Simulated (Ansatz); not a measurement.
Relaxed polymorphs of Pb. Method: r2SCAN (plane waves to 500 eV, PAW, scalar-relativistic; Ansatz, an electronic-structure program). One row is withheld; estimate it from its structure type, its coordination and the trend of the others.

```tsv
structure	coordination	E − E(first row) (eV/atom)	V (Å³/atom)
Fm-3m, cF4, fcc (Cu type)	Pb 12 (cuboctahedral)	0.00	31.09
Pm-3n, cP8	–	0.07	31.91
Im-3m, cI2, bcc (W type)	Pb 8 (cubic)	0.04	31.11
P6₃/mmc, hP2, hcp (Mg type)	Pb 12 (anticuboctahedral)	0.01	31.01
I4₁/amd, tI4, AFLOW prototype A_tI4_141_a (A5, as in Sn)	–	0.09	32.14
P6₃/mmc, hP4, AFLOW prototype A_hP4_194_ac (A3', as in La)	–	0.01	31.10
P6/mmm, hP3	–	0.04	31.30
P6/mmm, hP1, AFLOW prototype A_hP1_191_a (A_f, as in Sn)	–	(withheld)	(withheld)
```

Task: What belongs in the gaps?

Result: 
- P6/mmm, hP1, AFLOW prototype A_hP1_191_a (A_f, as in Sn), E − E(first row) (eV/atom): 0.06
- P6/mmm, hP1, AFLOW prototype A_hP1_191_a (A_f, as in Sn), V (Å³/atom): 32.08

The withheld cell: P6/mmm (No. 191), hP1, AFLOW prototype A_hP1_191_a (A_f, as in Sn); a = b = 3.386 Å, c = 3.232 Å, α = β = 90.00°, γ = 120.00°; Pb 1b (0.000, 0.000, 0.500). Coordination numbers (neighbours up to the widest gap in distance over summed covalent radii, below 1.35; n+m marks a second, longer set).

Each run could gain symmetry but not lose that of its start, so entries can be saddle points. From databases, or of a type measured for this composition: Fm-3m, cF4, fcc (Cu type); P6₃/mmc, hP2, hcp (Mg type); the others are generated cells (placed on structure types, drawn at random, substituted or restacked) that were not matched to a known phase here. Static energies at zero pressure. Each cell has its own k-point mesh; energy differences are given only to the digits this allows. No spin polarisation in the result.
